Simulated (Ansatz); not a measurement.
The relaxed structure here is a generated cell of La: the first start was made by a random draw of sites in a space group, and the end was not matched to a known phase here, so it may be hypothetical. Known forms of La include space group No. 194.

One stationary structure of La. Computed with r2SCAN (plane waves to 500 eV, PAW, scalar-relativistic; Ansatz, a program for electronic structure).

```cif
data_La
_chemical_formula_sum 'La1'
_space_group_name_H-M_alt 'P 1'
_space_group_IT_number 1
_cell_length_a 3.66513
_cell_length_b 3.66513
_cell_length_c 3.66513
_cell_angle_alpha 105.434
_cell_angle_beta 105.434
_cell_angle_gamma 117.889
loop_
_space_group_symop_operation_xyz
  'x, y, z'
loop_
_atom_site_label
_atom_site_type_symbol
_atom_site_fract_x
_atom_site_fract_y
_atom_site_fract_z
_atom_site_occupancy
La1 La 0.00000 0.00000 0.00000 1
```

Find the space group and the Wyckoff positions (tolerance 0.01 Å).

Space group I4/mmm (No. 139); a = 4.440 Å, b = 4.440 Å, c = 3.781 Å, α = 90.00°, β = 90.00°, γ = 90.00°

| atom | site | symmetry | x | y | z |
|---|---|---|---|---|---|
| La | 2a | 4/mmm | 0.0000 | 0.0000 | 0.0000 |

This is the AFLOW prototype A_tI2_139_a (A_a).

Give the shortest distances between elements (the closest pairs, up to four, under 3.6 Å).

.

```json
{
  "volume_per_atom": "37.28 Å³",
  "band_gap": "zero (metallic)"
}
```

No spin polarisation in the result.

The run could not lose the symmetry of its start, so the end can be a saddle point.
